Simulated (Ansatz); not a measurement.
Task: Name crystals whose computed values (PBEsol in the plane-wave PAW code Ansatz) fall in these windows: electron conductivity mass (mₑ) 0.29 to 0.40; Θ_D (K) 270 to 350; G_Hill (GPa) 66 to 92.

Result: 

```json
[
 {"crystal": "BiIrS, P2_13 (Bi on 4a, Ir on 4a, S on 4a)", "electron conductivity mass (mₑ)": "0.36", "Θ_D (K)": "311", "G_Hill (GPa)": "78.9"}
]
```
Others may fit too.

Standing as an ambient phase not checked: BiIrS, P2_13 (Bi on 4a, Ir on 4a, S on 4a). The cell was relaxed under the symmetry of its start. Rows with no word on spin ran without spin polarisation. Scalar-relativistic: spin–orbit coupling is off unless named, which matters more the heavier the elements.

Potentials: the later of the program's two PAW sets.
